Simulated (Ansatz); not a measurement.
**Ga: do energies and stresses tell the same story?**

Method: Ansatz 0.2.0, DFT r2SCAN, scalar-relativistic, plane waves, PAW.

Settings: cutoff 500 eV, Γ-centred mesh 16×16×14 on the computed 2-atom cell, Gaussian smearing of 0.10 eV; no spin polarisation.

Relaxed cell: Cmcm, a = 2.739 Å, b = 7.910 Å, c = 3.351 Å, α = 90.00°, β = 90.00°, γ = 90.00°, 2 atoms in the primitive cell. This form isn't the element's structure at ambient conditions.

Energies at zero smearing and pressures from the stress tensor, at volumes with shape and atoms relaxed:
```csv
V (Å³/atom),E − E(first) (meV/atom),P (GPa)
15.969,0.00,10.84
16.513,-30.80,7.42
17.058,-51.01,4.53
17.602,-62.05,2.05
18.147,-65.39,-0.01
18.691,-62.35,-1.73
19.235,-53.97,-3.15
19.961,-36.22,-4.64
```

Check P = −dE/dV between neighbouring volumes, and get the bulk modulus from the pressures alone.

With 1 eV/Å³ = 160.2 GPa:
```json
{"middle V (Å³/atom)": "16.241", "−ΔE/ΔV (GPa)": "9.064", "mean P (GPa)": "9.129"}
{"middle V (Å³/atom)": "16.786", "−ΔE/ΔV (GPa)": "5.947", "mean P (GPa)": "5.971"}
{"middle V (Å³/atom)": "17.330", "−ΔE/ΔV (GPa)": "3.251", "mean P (GPa)": "3.289"}
{"middle V (Å³/atom)": "17.874", "−ΔE/ΔV (GPa)": "0.983", "mean P (GPa)": "1.020"}
{"middle V (Å³/atom)": "18.419", "−ΔE/ΔV (GPa)": "-0.897", "mean P (GPa)": "-0.869"}
{"middle V (Å³/atom)": "18.963", "−ΔE/ΔV (GPa)": "-2.466", "mean P (GPa)": "-2.435"}
{"middle V (Å³/atom)": "19.598", "−ΔE/ΔV (GPa)": "-3.918", "mean P (GPa)": "-3.890"}
```

The two differ by 0.06 GPa at most. The mean of two end pressures misses the average over a step by about ΔV² P″/12, up to 0.04 GPa here; with that taken off 0.02 GPa remains. Around V = 18.147 Å³/atom, the two neighbours give B = −V ΔP/ΔV = 18.147 × 3.78 / 1.089 = 63.0 GPa, against B0 = 62.2 GPa from the Birch–Murnaghan fit of the energies.

Cost: 9 runs of about 27 core-minutes in all, on Arm Neoverse V1 (shared hosts).